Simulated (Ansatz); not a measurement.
LaN:
```xyz
2
Lattice="0.0000 2.8065 2.8065 2.8065 0.0000 2.8065 2.8065 2.8065 0.0000" Properties=species:S:1:pos:R:3 pbc="T T T"
N      1.4033     1.4033     1.4033
La     0.0000     0.0000     0.0000
```

Relaxed with PBE. Special points in fractions of this cell's reciprocal vectors: Γ (0.000, 0.000, 0.000); X (0.500, 0.000, 0.500); U (0.625, 0.250, 0.625); K (0.375, 0.375, 0.750); L (0.500, 0.500, 0.500); W (0.500, 0.250, 0.750).

Task: List the band energies nearest the valence-band maximum at these points for DFT-PBE with spin–orbit coupling in the program Ansatz with PAW potentials.

Result: In eV from the valence-band maximum; about four levels below and three above (degenerate sets whole), none deeper than 8.9 eV; points with the same levels are listed once.

```csv
k,below,above
Γ,-2.02 -2.02 -2.02 -2.02 -2.02 -2.02,1.09 1.09 3.63 3.63 3.63 3.63
X,-0.18 -0.18 0.00 0.00,2.17 2.17 3.21 3.21
U,-0.58 -0.53 -0.38 -0.33,1.97 2.08 3.36
L,-1.43 -1.43 -0.69 -0.69,2.47 2.47 3.54 3.54
W,-1.26 -1.25 -0.34 -0.28,2.15 2.39 3.21
```

Space group F-43m (zinc blende). The start of the workflow was typed in or built on a structure type; neither database checked (COD, Materials Project) lists it. COD files the formula under space group No. 225, so this cell is another polymorph or a model. Whether it is the stable phase at ambient conditions was not checked. The PBE relaxation kept the symmetry of its start; its stability against distortions is not shown here.

Potentials: the earlier of the program's two PAW sets.
